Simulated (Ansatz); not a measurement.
SiC (CsCl type, Pm-3m) at seven volumes, the program Ansatz at the r²SCAN level (PAW), scaled uniformly. One row is withheld.

```
V (Å³/atom)  P (GPa)
-----------  -------
8.178          22.10
8.447          13.52
8.717              ?
8.986           0.00
9.256          -5.14
9.526          -9.44
9.795         -13.08
```

**Question.** Fit the shown pressures and predict the withheld one.

**Answer.** P = (3/2)B₀(x^(7/2) − x^(5/2))[1 + (3/4)(B′ − 4)(x − 1)] with x = (V₀/V)^(2/3). Least squares on the six rows gives V₀ = 8.988 Å³/atom, B₀ = 187 GPa, B′ = 4.79. At V = 8.717, x = 1.0206 and P = 6.16 GPa. The run itself gave 6.19 GPa.

The cell is a constructed one: a structure type filled with these elements; neither database checked (COD, Materials Project) lists it. It is not the phase usual at ambient conditions (space group No. 186, 216). The r²SCAN relaxation kept the symmetry of its start. At this level the phase is mechanically unstable.

Potentials: the earlier of the program's two PAW sets.
